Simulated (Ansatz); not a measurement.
Pt:
```yaml
crystal:
  lattice:
    - [2.60375, 0.00000, 0.00000]
    - [0.00000, 2.60375, 0.00000]
    - [0.00000, 0.00000, 2.60375]
  atoms:
    - { symbol: Pt, position: [0.00000, 0.00000, 0.00000] }
```

Relaxed with r²SCAN. Special points in fractions of this cell's reciprocal vectors: Γ (0.000, 0.000, 0.000); X (0.000, 0.500, 0.000); M (0.500, 0.500, 0.000); R (0.500, 0.500, 0.500).

### Question
List the band energies nearest the Fermi level at these points for plane-wave PAW r²SCAN (Ansatz code).

### Answer
In eV from the Fermi level; about four levels below and three above (degenerate sets whole), none deeper than 8.9 eV; … stands for higher levels left out; points with the same levels are listed once.

```json
[
 {"k": "Γ", "below": "-8.75 -6.02 -6.02", "above": "…"},
 {"k": "X", "below": "-5.42 -2.05 -2.05 -0.34", "above": "…"},
 {"k": "M", "below": "-6.19 -4.91 -1.63 -1.63", "above": "2.10 …"},
 {"k": "R", "below": "-5.18 -5.18 -5.18", "above": "2.25 2.25 …"}
]
```

Space group Pm-3m (simple cubic). The cell is a constructed one: a structure type filled with these elements; neither database checked (COD, Materials Project) lists it. It is not the phase usual at ambient conditions (space group No. 225). The r²SCAN relaxation kept the symmetry of its start; its stability against distortions is not shown here. The run is not spin-polarised. Spin–orbit coupling is left out wherever it is not named.

Potentials: the later of the program's two PAW sets.
